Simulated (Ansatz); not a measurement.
Problem. Name crystals whose computed values (the program Ansatz at the PBEsol level (PAW)) fall in these windows: B₀ by P(V) fit (GPa) 16 to 19; Θ_D (K) 200 to 260.

Solution. 

| crystal | B₀ by P(V) fit (GPa) | Θ_D (K) |
|---|---|---|
| Ca, fcc (Cu type) | 17.9 | 227 |
Others may fit too.

The cell was relaxed under the symmetry of its start.

Potentials: the later of the program's two PAW sets.
